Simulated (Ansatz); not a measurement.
Relaxed Sr3Ti2O7 (space group I4/mmm):

```
Sr3Ti2O7
1.0
   -1.92337     1.92337    10.00555
    1.92337    -1.92337    10.00555
    1.92337     1.92337   -10.00555
Sr Ti O
3 2 7
Direct
  0.31571   0.31571   0.00000
  0.68429   0.68429   0.00000
  0.50000   0.50000   0.00000
  0.09779   0.09779   0.00000
  0.90221   0.90221   0.00000
  0.40382   0.90382   0.50000
  0.59618   0.09618   0.50000
  0.90382   0.40382   0.50000
  0.09618   0.59618   0.50000
  0.80561   0.80561   0.00000
  0.19439   0.19439   0.00000
  0.00000   0.00000   0.00000
```

A phonon eigenvector at Γ is frozen into this cell: atom i moves by Q times the vector below, so Q is the largest atomic displacement, in Å. The cell is held. It is one choice among 3 degenerate patterns.

```
atom      x      y       z
----  -----  -----  ------
Sr1   0.000  0.000   1.000
Sr2   0.000  0.000  -1.000
Ti4   0.000  0.000  -0.203
Ti5   0.000  0.000   0.203
O6    0.000  0.000   0.420
O7    0.000  0.000  -0.420
O8    0.000  0.000   0.420
O9    0.000  0.000  -0.420
O10   0.000  0.000   0.269
O11   0.000  0.000  -0.269
```

Atoms not listed stay in place.

All values below come from LDA (plane waves to 420 eV, PAW, scalar-relativistic; Ansatz, an electronic-structure program). k mesh 10×10×10 (Γ-centred), Fermi-Dirac smearing 0.05 eV. E stands for the smeared free energy. Sr3Ti2O7 is run without spin polarisation. Sr3Ti2O7 was relaxed with its symmetry unable to fall. ΔE is measured from the undisplaced structure.

```tsv
Q (Å)	ΔE (meV/cell)
-0.1000	139.1
-0.0833	94.7
-0.0667	59.5
-0.0500	32.9
-0.0333	14.3
-0.0167	3.5
0.0000	0.0
0.0167	3.4
0.0333	withheld
0.0500	29.9
0.0667	52.4
0.0833	80.7
0.1000	114.6
```

Problem. Fit a polynomial form (powers 2, 3, 4) to the given rows and predict ΔE at Q = 0.0333.

Solution. Least squares on the 12 given rows: ΔE = (12510)·Q² + (-12200)·Q³ + (17990)·Q⁴, in meV/cell with Q in Å; root-mean-square residual 0.06 meV/cell. At 0.0333 the fit gives 13.4 meV/cell; the calculation gives 13.5 meV/cell, so the interpolation is off by -0.1 (-0.7 %). The quadratic term alone would give 13.9 meV/cell.

(For displaced atoms, the force is minus the slope of the energy, and its curvature is a force constant, which sets phonon frequencies.)
